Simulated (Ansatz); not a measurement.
YB2Ir3 in space group P6/mmm (No. 191; B on 2c, Y on 1a, Ir on 3g) under volume change, the program Ansatz at the PBEsol level (PAW), shape and atoms relaxed at each volume.

```json
[
 {"V (Å³/atom)": "12.002", "E − E(relaxed) (meV/atom)": "105.0", "P (GPa)": "30.58"},
 {"V (Å³/atom)": "12.397", "E − E(relaxed) (meV/atom)": "44.0", "P (GPa)": "18.88"},
 {"V (Å³/atom)": "12.793", "E − E(relaxed) (meV/atom)": "10.4", "P (GPa)": "8.66"},
 {"V (Å³/atom)": "13.189", "E − E(relaxed) (meV/atom)": "0.0", "P (GPa)": "-0.01"},
 {"V (Å³/atom)": "13.584", "E − E(relaxed) (meV/atom)": "9.3", "P (GPa)": "-7.35"},
 {"V (Å³/atom)": "13.980", "E − E(relaxed) (meV/atom)": "35.4", "P (GPa)": "-13.59"},
 {"V (Å³/atom)": "14.376", "E − E(relaxed) (meV/atom)": "75.6", "P (GPa)": "-18.86"}
]
```

Task: What does a third-order Birch–Murnaghan fit give for V₀, B₀ and B′?

Result: V₀ = 13.19 Å³/atom, B₀ = 265 GPa, B′ = 4.3.

The workflow started from an entry of the Crystallography Open Database (COD); the relaxed space group is not among those it files for this formula. COD files the formula under space group No. 12, so this cell is another polymorph or a model. Whether it is the stable phase at ambient conditions was not checked. Symmetry was held in the PBEsol relaxation; whether a distortion lowers the energy is not shown. The run is not spin-polarised. Scalar-relativistic: spin–orbit coupling is off unless named, which matters more the heavier the elements.

Potentials: the later of the program's two PAW sets.
